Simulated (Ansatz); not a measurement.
Consider the following.

Mg2Rh:
```xyz
3
Lattice="-1.5675 1.5675 4.9300 1.5675 -1.5675 4.9300 1.5675 1.5675 -4.9300" Properties=species:S:1:pos:R:3 pbc="T T T"
Mg     0.0000     0.0000     6.3484
Mg     0.0000     0.0000     3.5116
Rh     0.0000     0.0000     0.0000
```

This is the LDA-relaxed structure.

Question: All from the program Ansatz at the LDA level (PAW), unless another level is named. Estimate the bulk modulus (Birch–Murnaghan fit).

Answer: 64.1 GPa.

Question: Predict the highest zone-centre frequency.

Answer: 341 cm⁻¹.

Space group I4/mmm (MoSi2 or CaC2 type). The first step of the workflow began from a Materials Project structure, measured or hypothetical; the Crystallography Open Database copy checked does not list it. Whether it is the stable phase at ambient conditions was not checked. The cell was relaxed with LDA under the symmetry of its start; its stability against distortions is not shown here. The run is not spin-polarised. As this level gives no gap, phonon frequencies hold no LO–TO term and depend on the k-mesh and smearing (Fermi–Dirac, 0.1 eV here).

Potentials: the later of the program's two PAW sets.
